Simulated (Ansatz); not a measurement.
TiSi₂ (C49 type, space group Cmcm)

```yaml
crystal:
  lattice:
    - [1.77307, -6.78170, 0.00000]
    - [1.77307, 6.78170, 0.00000]
    - [0.00000, 0.00000, 3.57984]
  atoms:
    - { symbol: Si, position: [0.94083, 0.05917, 0.75000] }
    - { symbol: Si, position: [0.05917, 0.94083, 0.25000] }
    - { symbol: Si, position: [0.25028, 0.74972, 0.75000] }
    - { symbol: Si, position: [0.74972, 0.25028, 0.25000] }
    - { symbol: Ti, position: [0.60319, 0.39681, 0.75000] }
    - { symbol: Ti, position: [0.39681, 0.60319, 0.25000] }
```

In each cell atom 1 (Si, nearest neighbour Si at 2.404 Å; its periodic images, 3.5 Å or more away, move with it) moves by s·(0.707, 0.707, 0.000) (along Cartesian [110]), the rest being held.

Method: PBE (plane waves to 420 eV, PAW, scalar-relativistic; Ansatz, a program for electronic structure). k mesh 11×11×11 (Γ-centred), Fermi-Dirac smearing 0.05 eV. Energies are smeared free energies. With partly filled bands, energies and forces of such displacements shift with the k mesh and the smearing. This is one of several known forms of TiSi2; the measured ambient cells at hand have space group No. 70. TiSi2 is run without spin polarisation. TiSi2 was relaxed with its symmetry unable to fall. ΔE is measured from the undisplaced structure. The last digit holds for this mesh only.

```csv
s (Å),ΔE (meV/cell)
-0.480,withheld
-0.384,631.2
-0.288,351.2
-0.192,155.0
-0.096,38.6
0.000,0.0
0.096,38.3
0.192,152.3
0.288,339.6
0.384,597.1
0.480,920.8
```

Question: Fit a polynomial form (powers 2, 3, 4) to the given rows and predict ΔE at s = -0.480.

Answer: Least squares on the 10 given rows: ΔE = (4188)·s² + (-299.0)·s³ + (-197.5)·s⁴, in meV/cell with s in Å; root-mean-square residual 0.89 meV/cell. At -0.480 the fit gives 987.5 meV/cell; the calculation gives 1002.7 meV/cell, so the extrapolation is off by -15.2 (-1.5 %). The quadratic term alone would give 964.9 meV/cell.

(A displaced cell: forces are minus the slopes of the energy, force constants its curvatures, and phonons follow from these.)
